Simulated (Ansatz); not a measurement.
Ta$_{2}$Se (space group P4/nmm)

```
Ta2Se
1.0
    3.33302     0.00000     0.00000
    0.00000     3.33302     0.00000
    0.00000     0.00000     9.70834
Ta Se
4 2
Direct
  0.50000   0.00000   0.75641
  0.00000   0.50000   0.24359
  0.00000   0.50000   0.92332
  0.50000   0.00000   0.07668
  0.00000   0.50000   0.63376
  0.50000   0.00000   0.36624
```

The slice is a (001) plane (indices of the conventional cell) through the point (0.500, 0.000, 0.077) (fractional), spanned by u = [100] and v = [010] in vectors of this cell: u (3.33 Å) and v (3.33 Å, at 90° to u). It covers one period; positions are fractions (u, v).

These are LDA (plane waves to 420 eV, PAW, scalar-relativistic; Ansatz, a program for electronic structure) values and carry that method's errors. k mesh 14×14×5. These are valence fields of a PAW run, semicore shells included where kept as valence: close to a nucleus they are smooth pseudo fields. Spin-orbit coupling is left out, though Ta is heavy. Ta2Se is run without spin polarisation. Ta2Se was relaxed with its symmetry unable to fall.

Question: Sketch the electron localisation function (ELF) on this plane as a map.

Answer: 
```
|xxxx98510023432001589xxx|
|xxx9984101245421014899xx|
|xx999731013555310137999x|
|999975211346664311257999|
|888752112456765421125788|
|554321124567776542112345|
|111111245666666654211111|
|000012456666666665421000|
|001134566665556666543110|
|222345666655555666654322|
|334566766554445566766543|
|445567766554445566776554|
|334566766554445566766543|
|222345666655555666654322|
|001134566665556666543110|
|000012456666666665421000|
|111111245666666654211111|
|554321124567776542112345|
|888752112456765421125788|
|999975211346664311257999|
|xx999731013555310137999x|
|xxx9984101245421014899xx|
|xxxx98510023432001589xxx|
|xxxx98510023432001589xxx|
```
Scale: ten equal steps from 0.12 (start of '0') to 0.73 (end of '9'), in the order '0123456789'. Values: electron localisation function (ELF). The map has 24 points along u (one character each, u = 0 at the left) and 24 along v (v = 0 in the bottom row). Points within 0.5 Å of a nucleus are blanked (x), as the pseudised field means little there.
